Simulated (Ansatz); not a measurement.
ZrB₂:
```
ZrB2
1.0
    3.16718     0.00000     0.00000
   -1.58359     2.74285     0.00000
    0.00000     0.00000     3.55158
Zr B
1 2
Direct
  0.00000   0.00000   0.00000
  0.33333   0.66667   0.50000
  0.66667   0.33333   0.50000
```

Relaxed with r²SCAN. Special points in fractions of this cell's reciprocal vectors: Γ (0.000, 0.000, 0.000); M (0.500, 0.000, 0.000); K (0.333, 0.333, 0.000); A (0.000, 0.000, 0.500); L (0.500, 0.000, 0.500); H (0.333, 0.333, 0.500).

**Question.** List the band energies nearest the Fermi level at these points for plane-wave PAW r²SCAN (Ansatz code).

**Answer.** In eV from the Fermi level; about four levels below and three above (degenerate sets whole), none deeper than 8.9 eV; points with the same levels are listed once.

```csv
k,below,above
Γ,-2.74 -2.74 -2.68 -2.66,3.59 3.59 4.36 4.36
M,-4.17 -3.28 -2.78,2.27 2.42 5.16
K,-8.42 -8.42 -7.26 -2.64 -2.64,1.59 1.59 3.39
A,-7.40 -1.03 -1.03,0.41 0.41 0.85 0.85
L,-7.57 -4.86 -4.37 -2.26,3.88 4.21 5.52
H,-5.30 -2.91 -2.91,4.24 6.21 6.21
```

Space group P6/mmm. Symmetry was held in the r²SCAN relaxation. No spin polarisation was allowed. Scalar-relativistic: spin–orbit coupling is off unless named, which matters more the heavier the elements.

Potentials: the later of the program's two PAW sets.
